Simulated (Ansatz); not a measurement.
A geometry of MgB2 away from equilibrium: the start of the relaxation of a relaxed MgB2 cell displaced along its unstable phonon at q = (0, 0, ½) of its primitive reciprocal cell (154i cm⁻¹), largest move 0.15 Å. Calculation: PBEsol (plane waves to 420 eV, PAW, scalar-relativistic; Ansatz, a program for electronic structure). Γ-centred k-mesh 12×12×3 on the run's cell (coarser than for final values), Fermi–Dirac smearing 0.05 eV.

```xyz
12
Lattice="2.7469 -1.5187 0.0000 2.7469 1.5187 0.0000 -2.0796 0.0000 14.9993" Properties=species:S:1:pos:R:3:forces:R:3 pbc="T T T" free_energy=-8869.630 pressure_GPa=-0.1
B      4.0447     0.1500     0.7580    0.0943   -0.1535   -0.0606
B      3.0049    -0.1500     8.2576    0.0943    0.1535   -0.0606
B      2.2831     0.1213     0.8067   -0.3850   -0.0244   -0.2658
B      1.2433    -0.1213     8.3063   -0.3850    0.0244   -0.2658
B      0.4093     0.1500     6.7417   -0.0943   -0.1535    0.0606
B     -0.6305    -0.1500    14.2413   -0.0943    0.1535    0.0606
B      2.1709     0.1213     6.6930    0.3850   -0.0244    0.2658
B      1.1311    -0.1213    14.1926    0.3850    0.0244    0.2658
Mg     0.3600     0.0665     2.4815    0.0047    0.1519   -0.0823
Mg    -0.6798    -0.0665     9.9812    0.0047   -0.1519   -0.0823
Mg     4.0939     0.0665     5.0181   -0.0047    0.1519    0.0823
Mg     3.0541    -0.0665    12.5178   -0.0047   -0.1519    0.0823
```

Positions in Å, forces in eV/Å, free energy of the cell in eV (comparable only within this code, potentials and settings). Largest force: 0.47 eV/Å, on B3, B4, B7, B8 (atoms numbered as listed); the geometry lies 0.01 eV/atom above the end of its relaxation.

No spin polarisation in the result.

The run could not lose the symmetry of its start: the end is stationary, and may be a saddle point rather than a minimum.

The end of the path is a generated cell of MgB2: the first start was made by placing the elements on the sites of a structure type, and the end was not matched to a known phase here, so it may be hypothetical. Known forms of MgB2 include space group No. 191.
